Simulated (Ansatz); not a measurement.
An Ansatz (a quantum-chemistry and plane-wave program) run. Input:

Ansatz 0.2 input:
```yaml
crystal:
  lattice:
    - [0.0, 2.3661472108, 2.3661472108]
    - [2.3661472108, 0.0, 2.3661472108]
    - [2.3661472108, 2.3661472108, 0.0]
  atoms:
    - { symbol: As, position: [0.75, 0.75, 0.75] }
    - { symbol: B, position: [0.0, 0.0, 0.0] }
kpoints:
  mp_grid: { grid: [10, 10, 10] }
hamiltonian:
  xc: lda
  pseudopotentials: { kind: paw }
scf:
  occupations: { method: fixed }
elastic: { mode: relaxed_ion, stencil: two_point, amplitude: 0.005, f_tol: 0.0005 }
output: { polarization: {} }
```

Output (shortened):

```
Pseudopotentials: kind: paw
Pseudopotential: As, paw, valence charge 15
Pseudopotential: B, paw, valence charge 3
Functional definition: SPW92
Crystal: 2 atoms, lattice volume = 26.494 Å³
Basis set: ecut = 420 eV, 531 PW (Γ)
Bands: 13, of which v1, the nominal top of the filled ones, is band 9 counted from 1 (8 counted from 0)
Symmetry: 24 space group operations
Space group: F-43m (ITA 216), of the structure as read, at distance tolerance 3.0e-5 Å
k-points: 47 of 1000 (time reversal used)
PAW frozen core: As, regenerated for the run's functional, and the local potential with it
PAW frozen core: B, regenerated for the run's functional, and the local potential with it
Initial wavefunctions: pseudopotential atomic-orbital guess
Eigensolver: davidson
Functional: x = slater, c = lda
all-band conjugate gradients solve this SCF's bands
SCF 1 converged in 9 iterations: F = -4923.528723 eV  dr2 = 2.90e-15
Crystal: 2 atoms, lattice volume = 26.362 Å³
Symmetry: 8 space group operations
k-points: 102 of 1000 (time reversal used)
Initial density: handed on by an earlier stage of this run
Initial wavefunctions: pseudopotential atomic-orbital guess (no wavefunctions were taken with the density)
SCF 2 converged in 9 iterations: F = -4923.528128 eV  dr2 = 6.69e-16
Crystal: 2 atoms, lattice volume = 26.627 Å³
SCF 3 converged in 9 iterations: F = -4923.528105 eV  dr2 = 3.03e-17
Crystal: 2 atoms, lattice volume = 26.494 Å³
Symmetry: 4 space group operations
k-points: 171 of 1000 (time reversal used)
SCF 4 converged in 9 iterations: F = -4923.528343 eV  dr2 = 9.57e-15
relax step   1: F+E_penalty+E_count = -4923.52834290 eV  Δ(F+E_penalty+E_count) = +0.000e0 eV  max|allowed force component| = 3.828e-2 eV/Å  Δτ_max = 0.0000 Å  (9 SCF iters, accepted)
density extrapolation: transplant  |δρ|_rms = 5.089e-2 e/Å³  SAD shift = 3.945e-3 e/Å³
Crystal: 2 atoms, lattice volume = 26.494 Å³
Initial wavefunctions: those handed on with the density
SCF 5 converged in 7 iterations: F = -4923.528380 eV  dr2 = 4.13e-14
relax step   2: F+E_penalty+E_count = -4923.52838031 eV  Δ(F+E_penalty+E_count) = -3.741e-5 eV  max|allowed force component| = 1.385e-2 eV/Å  Δτ_max = 0.0007 Å  (7 SCF iters, accepted)
density extrapolation: transplant  |δρ|_rms = 5.088e-2 e/Å³  SAD shift = 2.237e-3 e/Å³
Crystal: 2 atoms, lattice volume = 26.494 Å³
SCF 6 converged in 7 iterations: F = -4923.528386 eV  dr2 = 7.90e-15
relax step   3: F+E_penalty+E_count = -4923.52838594 eV  Δ(F+E_penalty+E_count) = -5.635e-6 eV  max|allowed force component| = 2.790e-7 eV/Å  Δτ_max = 0.0004 Å  (7 SCF iters, accepted)
Crystal: 2 atoms, lattice volume = 26.494 Å³
SCF 7 converged in 2 iterations: F = -4923.528386 eV  dr2 = 7.40e-16
Crystal: 2 atoms, lattice volume = 26.494 Å³
SCF 8 converged in 9 iterations: F = -4923.528343 eV  dr2 = 8.95e-15
relax step   1: F+E_penalty+E_count = -4923.52834290 eV  Δ(F+E_penalty+E_count) = +0.000e0 eV  max|allowed force component| = 3.828e-2 eV/Å  Δτ_max = 0.0000 Å  (9 SCF iters, accepted)
density extrapolation: transplant  |δρ|_rms = 5.089e-2 e/Å³  SAD shift = 3.945e-3 e/Å³
Crystal: 2 atoms, lattice volume = 26.494 Å³
SCF 9 converged in 7 iterations: F = -4923.528380 eV  dr2 = 3.94e-14
relax step   2: F+E_penalty+E_count = -4923.52838030 eV  Δ(F+E_penalty+E_count) = -3.741e-5 eV  max|allowed force component| = 1.385e-2 eV/Å  Δτ_max = 0.0007 Å  (7 SCF iters, accepted)
density extrapolation: transplant  |δρ|_rms = 5.088e-2 e/Å³  SAD shift = 2.237e-3 e/Å³
Crystal: 2 atoms, lattice volume = 26.494 Å³
SCF 10 converged in 7 iterations: F = -4923.528386 eV  dr2 = 8.17e-15
relax step   3: F+E_penalty+E_count = -4923.52838594 eV  Δ(F+E_penalty+E_count) = -5.635e-6 eV  max|allowed force component| = 2.754e-7 eV/Å  Δτ_max = 0.0004 Å  (7 SCF iters, accepted)
Crystal: 2 atoms, lattice volume = 26.494 Å³
SCF 11 converged in 2 iterations: F = -4923.528386 eV  dr2 = 7.64e-16
SCF converged after 9 iterations
Free energy (F): -4923.528723 eV
Harris-Foulkes:  -4923.528723 eV  (|F-HF|=9.09e-13)
Internal energy: -4923.528723 eV  (E = F + TS)
E sigma→0 (E₀):  -4923.528723 eV
Fermi energy:    11.294513 eV
--- Per-component energies (eV) ---
  E_band       = -209.401445
  E_kinetic    = 153.867883
  E_local      = -1678.218591  (includes V_loc(G=0)·N_el)
  E_nonlocal   = -651.912024
  E_hartree    = 932.094710
  E_xc         = -111.540086
  E_vxc        = -118.510440  (∫ρ·V_xc dr)
  E_paw        = -1827.863440  (= ΣΔE_a)
  E_vpaw       = 221.182299  (= ΣTr[D̂ρ^β])
  E_aug_tail   = 0.000006  (compensation charges beyond the density's cutoff)
  E_ewald      = -1742.078245
  E_core_change = 2.121064  (= ΣΔE_core)
  E_smearing   =  0.000000  (= −TS)
  E_closure    = 0.000000  (closes the sum)
  Σ components = -4923.528723   (vs F -4923.528723, Δ=0.00e0)
--- Forces (eV/Å), atoms counted from 1 ---
  atom   1  As     0.00000000     0.00000000     0.00000000
  atom   2  B      0.00000000     0.00000000     0.00000000
  max |Σ_I F_I| component: 5.92e-16 eV/Å
--- Stress (GPa, compression-positive) ---
       -0.011338       0.000000       0.000000
        0.000000      -0.011338       0.000000
        0.000000       0.000000      -0.011338
  P = ⅓ Tr σ = -0.0113 GPa (-0.113 kbar)
  The stress holds the Pulay correction. Without it, at fixed plane waves, as pw.x and ABINIT print it: P = -0.1310 GPa
  The stress includes an estimate of the error left by incomplete SCF convergence (largest component 0.0000 GPa).
--- Band table (eV; the first three rows and the last of 47) ---
  k-point 0: bands = ["-24.6462", "-24.6462", "-24.6462", "-24.6208", "-24.6208", "-4.3552", "11.2945", "11.2945", "11.2945", "14.5842", "14.5842", "14.5842", "16.3036"]
  k-point 1: bands = ["-24.6459", "-24.6454", "-24.6454", "-24.6208", "-24.6208", "-4.1873", "9.8876", "10.9838", "10.9838", "14.7718", "14.9923", "14.9923", "17.1197"]
  k-point 2: bands = ["-24.6450", "-24.6433", "-24.6433", "-24.6205", "-24.6205", "-3.6918", "7.4847", "10.3951", "10.3951", "14.6063", "15.7227", "15.7227", "18.6432"]
  k-point 46: bands = ["-24.6443", "-24.6362", "-24.6287", "-24.6244", "-24.6169", "0.0628", "3.1764", "5.7644", "6.0218", "15.8083", "16.1538", "19.2711", "19.2739"]
  band table: 13 of 13 bands, residual norms ≤ 1.0e-3 eV
--- Elastic constants: 2 strain directions × 2 members + reference (group order 24) ---
  dense FFT box of the reference and of every strained cell: 24×24×24
  strains applied: 11, 23; error gains: componentwise 1.00 (the most a stress slope's error grows in a printed constant), spectral 1.73 (1 for all six strains …
  C = ∂σ_k/∂η_j (tension-positive GPa; Voigt order 11 22 33 23 13 12):
       289.582     75.770     75.770      0.000      0.000      0.000
        75.770    289.582     75.770      0.000      0.000      0.000
        75.770     75.770    289.582      0.000      0.000      0.000
         0.000      0.000      0.000    156.179      0.000      0.000
         0.000      0.000      0.000      0.000    156.179      0.000
         0.000      0.000      0.000      0.000      0.000    156.179
  reference stress σ⁰ (GPa):      0.011      0.011      0.011      0.000      0.000      0.000
  moduli (Voigt/Reuss/Hill, GPa): K = 147.04/147.04/147.04   G = 136.47/131.87/134.17   E = 308.63   ν = 0.150
  mechanically stable: yes (min eigenvalue of sym C = 156.18 GPa)
  e, the proper piezoelectric tensor (elastic.mode: relaxed_ion; C/m²; rows x y z; Voigt order 11 22 33 23 13 12):
       0.00000    0.00000    0.00000    0.15343    0.00000    0.00000
       0.00000    0.00000    0.00000    0.00000    0.15343    0.00000
       0.00000    0.00000    0.00000    0.00000    0.00000    0.15343
  ±, each entry's uncertainty from the finite density of the strings (C/m²), an estimate: the size of the correction for it that the entry includes:
       0.00000    0.00000    0.00000    0.00863    0.00000    0.00000
       0.00000    0.00000    0.00000    0.00000    0.00863    0.00000
       0.00000    0.00000    0.00000    0.00000    0.00000    0.00863
  strain η (Voigt 11):  stress-route row diagonal C_11 = 289.58 GPa, energy-path curvature d²(F+E_count+ΔE)/dδ²/Ω₀ = 289.61 GPa
         δ    σ_11 (GPa)             F (eV)   n_scf  n_hpsi   n_pw
    -5.000e-3      -1.4449       -4923.5281281       9   33099    533   relax 0 steps, max|allowed force component| 1.04e-16 eV/Å
     5.000e-3       1.4509       -4923.5281052       9   33161    534   relax 0 steps, max|allowed force component| 1.02e-16 eV/Å
  strain η (Voigt 23):  stress-route row diagonal C_44 = 156.18 GPa, energy-path curvature d²(F+E_count+ΔE)/dδ²/Ω₀ = 156.14 GPa
         δ    σ_23 (GPa)             F (eV)   n_scf  n_hpsi   n_pw
    -5.000e-3      -0.7809       -4923.5283859       2   19427    534   relax 3 steps, max|allowed force component| 2.79e-7 eV/Å
     5.000e-3       0.7809       -4923.5283859       2   19419    534   relax 3 steps, max|allowed force component| 2.75e-7 eV/Å
--- Formal polarisation (Berry phase): one branch of a lattice of values; only differences between neighbouring runs are physical ---
  axis  mesh            electronic          ionic      p = total  spread (rad)  least overlap  resolved gap  δp at fixed H ≤   (phases in cycles; p mod 1 …
  b1    10×10×10        0.50000000    11.25000000    11.75000000      0.199635         0.8350        3.2897           1.6e-6
  b2    10×10×10        0.50000000    11.25000000    11.75000000      0.199635         0.8350        3.2897           1.6e-6
  b3    10×10×10        0.50000000    11.25000000    11.75000000      0.199635         0.8350        3.2897           1.6e-6
  quantum along a1:   0.12629946 e/Å² =   202.354037 µC/cm²
  quantum along a2:   0.12629946 e/Å² =   202.354037 µC/cm²
  quantum along a3:   0.12629946 e/Å² =   202.354037 µC/cm²
  P = (  2.09871924,   2.09871924,   2.09871924) e/Å² = ( 3362.518934,  3362.518934,  3362.518934) µC/cm²  (mod the quanta)
```

Cost: roughly 70 core-seconds on shared cores.

Symmetry was held in the LDA relaxation; phonons on a q-mesh show no instability. Spin–orbit coupling is left out wherever it is not named.

Potentials: the later of the program's two PAW sets.

Ansatz is a plane-wave DFT program.
